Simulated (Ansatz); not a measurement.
**In (hcp): energy against volume**

The calculation used DFT, PBEsol, plane waves (420 eV) with PAW, scalar-relativistic in Ansatz 0.2.0. (PAW data from PBE, frozen cores regenerated.)

The cell is scaled uniformly from the relaxed one, with fractional coordinates and shape fixed. Energies are extrapolated to zero smearing, pressures are those at the given smearing. Magnetic state: spin not included.

A Birch-Murnaghan fit gives V₀ = 25.67 Å³/atom, B₀ = 44 GPa, B₀′ = 5.3.

Problem. What are the energy above the minimum and the pressure at 22.604 Å³/atom?

Solution. 65.7 meV/atom and 7.84 GPa as computed.

Problem. What are the energy above the minimum and the pressure at 23.631 Å³/atom?

Solution. 26.5 meV/atom and 4.57 GPa as computed.

Problem. What are the energy above the minimum and the pressure at 27.741 Å³/atom?

Solution. 19.5 meV/atom and -2.72 GPa as computed.
